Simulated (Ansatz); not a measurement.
C in space group Imma (No. 74; C on 8g, C on 8h) at seven volumes, r²SCAN in the plane-wave PAW code Ansatz, shape and atoms relaxed at each. One row is withheld.

| V (Å³/atom) | P (GPa) |
|---|---|
| 7.048 | 17.01 |
| 7.280 | 10.32 |
| 7.513 | ? |
| 7.745 | 0.00 |
| 7.977 | -3.89 |
| 8.210 | -7.15 |
| 8.442 | -9.89 |

Question: Fit the shown pressures and predict the withheld one.

Answer: Third-order Birch–Murnaghan: P = (3/2)B₀(x^(7/2) − x^(5/2))[1 + (3/4)(B′ − 4)(x − 1)] with x = (V₀/V)^(2/3). Least squares on the six rows gives V₀ = 7.746 Å³/atom, B₀ = 142.3 GPa, B′ = 4.99. At V = 7.513, x = 1.0206 and P = 4.69 GPa. The run itself gave 4.68 GPa.

The start of the workflow was typed in or built on a structure type; neither database checked (COD, Materials Project) lists it. It is not the phase usual at ambient conditions (space group No. 194, 227). The cell was relaxed with r²SCAN under the symmetry of its start; whether a distortion lowers the energy is not shown.

Potentials: the later of the program's two PAW sets.
